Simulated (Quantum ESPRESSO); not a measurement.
# Strain and stress in Ga2InAlP4

These are calculations, not measurements. They come from pw.x of Quantum ESPRESSO 7.5, a plane-wave density functional program, with PseudoDojo standard norm-conserving files (v0.5 for PBE, v0.4.1 for LDA and PBEsol). The cells are made up: elements, strain and atom displacements were drawn at random, and nothing was relaxed. There is no spin polarisation, spin-orbit coupling or dispersion term.

The cell has 8 sites of a zincblende or diamond lattice. Sites 1 to 4 hold Ga In Ga Al; sites 5 to 8 hold P P P P. Cell vectors in Å: (5.787, 0.000, 0.000); (0.000, 5.787, 0.000); (0.000, 0.000, 5.774). Settings: PBE, cutoff 1088 eV, 4 x 4 x 4 k mesh shifted by half a step, Fermi-Dirac smearing of 0.025 eV.

Each run adds the same strain along x and y to one cell, with the atoms carried along; the vectors above are those of run 5. Stress is positive in tension and P is minus a third of its trace. E is the free energy for each atom above the lowest run shown.

| run | strain (%) | s_xx (GPa) | s_yy (GPa) | s_zz (GPa) | s_xy (GPa) | P (GPa) | E (meV/atom) |
| --- | --- | --- | --- | --- | --- | --- | --- |
| 1 | -2.39 | -0.54 | -0.13 | 0.62 | 2.24 | 0.02 | 0.08 |
| 2 | -2.07 | -0.04 | 0.36 | 0.93 | 2.19 | -0.42 | 0.00 |
| 3 | -1.65 | 0.60 | 0.99 | 1.33 | 2.12 | -0.97 | 0.58 |
| 4 | -1.39 | 0.98 | 1.37 | 1.56 | 2.08 | -1.30 | 1.32 |
| 5 | 0.24 | 3.18 | 3.54 | 2.86 | 1.85 | -3.19 | 12.45 |
| 7 | 1.13 | 4.24 | 4.58 | 3.46 | 1.73 | -4.09 | 22.91 |
| 6 | 0.71 | ? | ? | ? | ? | ? | ? |

A rerun of one of these cells at 1377 eV and k mesh 6 x 6 x 6 moved values by no more than 0.008 eV in the cell's energy, 0.02 GPa in stress and 0.002 eV/Å in force.

## Worked fit

A parabola through the six runs shown gives s_xx = 2.88 + 1.28 e - 0.064 e² GPa, with e in per cent and a scatter of 0.01 GPa. The slope is a stiffness of 128 ± 1 GPa for each unit of this strain at e = 0, the sum of the responses of s_xx to strain along x and along y. The atoms are clamped, and relaxing them would in general lower it. The error is the larger of the fit's own and the change that a cubic makes, rounded up.

## Withheld run

Question: what s_xx should run 6 give?

The fit gives 3.76 GPa. The calculation gave 3.76 GPa.

```
run  strain (%)  s_xx (GPa)  s_yy (GPa)  s_zz (GPa)  s_xy (GPa)  P (GPa)  E (meV/atom)
  6        0.71        3.76        4.10        3.18        1.79    -3.68         17.61
```